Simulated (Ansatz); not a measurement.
GdN in the rocksalt structure, explained

**What was measured.** A cell as deposited of cubic GdN (space group Fm-3m), temperature not stated, from the Crystallography Open Database (1963), has a = 4.999 Å and 15.62 Å³/atom.

Level of theory: DFT, HSE06, scalar-relativistic, collinear spin; plane waves to 420 eV with PAW datasets (Ansatz 0.2.0), 8×8×8 k-mesh, Gaussian smearing of 0.05 eV. The datasets are Ansatz's generated set soft_2.

The start was a prototype's sites filled with these elements; the Crystallography Open Database holds the compound in this structure.

The relaxed structure (symmetry read at 0.01 Å). The structure is cubic, space group Fm-3m (No. 225). The conventional cell has a = 4.976 Å, b = 4.976 Å, c = 4.976 Å, α = 90.00°, β = 90.00°, γ = 90.00°. Gd (site symmetry m-3m) is surrounded by 6 N at 2.49 Å. N (site symmetry m-3m) is surrounded by 6 Gd at 2.49 Å. (Neighbours are counted to 15 % beyond the shortest distance.)

**Question.** Should it be a metal or an insulator?

**Answer.** Formal charges Gd³⁺, N³⁻ leave Gd³⁺ with an open 4f⁷ shell. Exchange should fill one spin channel of a half-filled shell and leave an insulator, so a metal points to the functional or the structure. The run still finds no gap.

**Question.** What moment should the f shell carry?

**Answer.** Hund's first rule gives Gd³⁺ with 7 f electrons 7 unpaired spins, a spin moment of 7 μB; the run has 6.94 μB on Gd (atomic spheres) and 7.05 f electrons on orthogonalised orbitals. The moment is close to the ion's, so in this run the shell is localised and nearly fully polarised.

**Question.** How stiff is it, in energy terms?

**Answer.** B0·V0 = 158.8 GPa × 15.40 Å³ = 15.27 eV/atom sets the scale: near the minimum ΔE ≈ ½ B0 V0 x², with x = V/V0 − 1, and a pressure of 1.6 GPa squeezes the volume by about 1 %. At the ends of the curve: x = −4.0 % predicts 12.4 meV/atom and the run gives 13.5; x = +4.0 % predicts 12.0 meV/atom and the run gives 11.1. The curve is steeper than the parabola on the compressed side and flatter on the expanded side: the bulk modulus rises with pressure.

All results together:

| Quantity | Value |
| --- | --- |
| Volume | 15.40 Å³/atom |
| Band gap | zero (metallic) |
| Density of states at the Fermi level | about 0.0001 states/(eV·atom) (so small a value isn't resolved on this mesh) |
| Magnetic state | ferromagnetic (the only order tried) |
| Site spin moments | Gd 6.94; N -0.13 μB |
| Spin moment of the cell | 7.00 μB |
| f electrons (orthogonalised atomic orbitals) | Gd 7.05 |
| Bulk modulus (Birch–Murnaghan) | 159 GPa |

**Comparison.** The computed cell (4.976 Å, 15.40 Å³/atom) differs from the database's by −1.4 % in volume, about −0.5 % in length. The static lattice lacks zero-point motion and thermal expansion, roughly 0.5 to 1.3 % in volume at 300 K (room temperature assumed) by Grüneisen's rule, γ·3k_BT/(B0·V0) with γ of 1 to 2.5; that is too little for this miss.

Scalar-relativistic only: spin–orbit splittings of the heavy atoms' levels are missing. The run wasn't fully tested for a lower electronic state. Pressures of hybrids are less tightly converged. For a metal under a hybrid functional this mesh is coarse. Site moments are of spin, integrated over atomic spheres. Only parallel moments were tried, so the real magnetic order may be another.
